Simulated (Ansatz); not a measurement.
Density of states of a Si3Pb11C2 cell (elements on a diamond lattice, relaxed), per eV and atom, broadened by Gaussian smearing of width 0.1 eV and averaged over bins of 0.4 eV, from 8 eV under the Fermi level at most up to where the solved bands end.

These are results of Ansatz, DFT PBE, scalar-relativistic, plane waves, PAW, not measurements.

Plane waves to 420 eV, a k mesh through Γ of 6×4×6 on the computed 16-atom cell and Gaussian smearing (0.10 eV); no spin polarisation.

```
CELL_PARAMETERS angstrom
-6.04143 6.38873 0.87228
-6.36621 0.47285 7.73612
-1.07757 6.06489 6.88651
ATOMIC_POSITIONS crystal
C 0.05024 0.40936 0.91043
C 0.45491 0.49085 0.46589
Si 0.66157 0.55055 0.40208
Si 0.92352 0.21337 0.14683
Si 0.31858 0.35519 0.75906
Pb 0.91700 0.00882 0.04404
Pb 0.59091 0.03388 0.90923
Pb 0.00992 0.33336 0.52484
Pb 0.52599 0.43896 0.86284
Pb 0.48835 0.88950 0.40274
Pb 0.85764 0.63236 0.69515
Pb 0.01255 0.01790 0.50368
Pb 0.26507 0.77118 0.26928
Pb 0.02765 0.61339 0.98923
Pb 0.50804 0.32505 0.32643
Pb 0.40845 0.92486 0.76865
```

```csv
E − E_F (eV),total,Pb 6p,Pb 6s,C 2p,Si 3p
-7.85,0.450,0.053,0.324,0.025,0.020
-7.45,0.450,0.048,0.308,0.038,0.019
-7.05,0.478,0.045,0.308,0.056,0.021
-6.65,0.291,0.021,0.174,0.044,0.016
-6.25,0.024,0.003,0.009,0.005,0.002
-5.85,0.155,0.022,0.039,0.034,0.012
-5.45,0.123,0.019,0.026,0.027,0.009
-5.05,0.050,0.012,0.010,0.009,0.005
-4.65,0.209,0.063,0.037,0.030,0.022
-4.25,0.119,0.038,0.016,0.023,0.020
-3.85,0.360,0.128,0.023,0.098,0.092
-3.45,0.428,0.152,0.033,0.112,0.105
-3.05,0.366,0.156,0.026,0.091,0.076
-2.65,0.470,0.273,0.025,0.082,0.072
-2.25,0.560,0.367,0.030,0.075,0.066
-1.85,0.553,0.380,0.034,0.061,0.058
-1.45,0.557,0.380,0.039,0.051,0.064
-1.05,0.536,0.361,0.041,0.042,0.070
-0.65,0.579,0.379,0.043,0.047,0.084
-0.25,0.493,0.325,0.039,0.039,0.066
0.15,0.443,0.305,0.037,0.027,0.052
0.55,0.433,0.306,0.036,0.022,0.043
```

The columns after the total are the largest Löwdin projections on the valence shells of the potentials, so they needn't add up, and the weight of a shell that a potential lacks goes to other orbitals. The cell has no gap on the mesh.

The relaxation stopped before its thresholds.

Spin-orbit coupling is left out, which matters for the bands of heavy elements.

Cost: 2 runs of about 15 core-minutes in all (earlier runs that led there not counted), on Intel Xeon 6975P-C (Granite Rapids) (shared hosts).